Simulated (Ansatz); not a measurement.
# Is this Sc3As structure a true minimum?

The cell was found from a structure generator's guess, not taken from experiment.

Level of theory: Ansatz, DFT PBE, scalar-relativistic, plane waves, PAW. Settings: cutoff 420 eV, Γ-centred mesh 12×12×8 on the computed 4-atom cell, Gaussian smearing of 0.10 eV; no spin polarisation.

The cell below (4 atoms, space group P4/mmm (No. 123)) is relaxed within its symmetry.

```
Sc As
1.0
     3.73413    0.00000    0.00000
     0.00000    3.73413    0.00000
     0.00000    0.00000    6.03436
Sc As
3 1
Direct
  0.50000 0.50000 0.76677
  0.00000 0.00000 0.50000
  0.50000 0.50000 0.23323
  0.00000 0.00000 0.00000
```

For the test a repeat of it with 8 atoms (edges 3.73, 6.03, 7.47 Å) was strained at random (σ = 1.5 % a component), the atoms were moved at random (σ = 0.10 Å), and all was relaxed again on a coarse 6×4×4 mesh (in the run’s order of axes) with 0.20 eV smearing, with no symmetry imposed.

Q: What happens?

A: It returns, within 1 meV/atom of the unmoved cell on that mesh and with the same symmetry when read at 0.1 Å. So it is stable against the distortions that fit this cell and that this random move excites. Modes that don't fit the cell aren't tested. Another cell of Sc3As relaxed alike, in Immm, lies 17 meV/atom lower, so this cell isn't the stable form at this level.
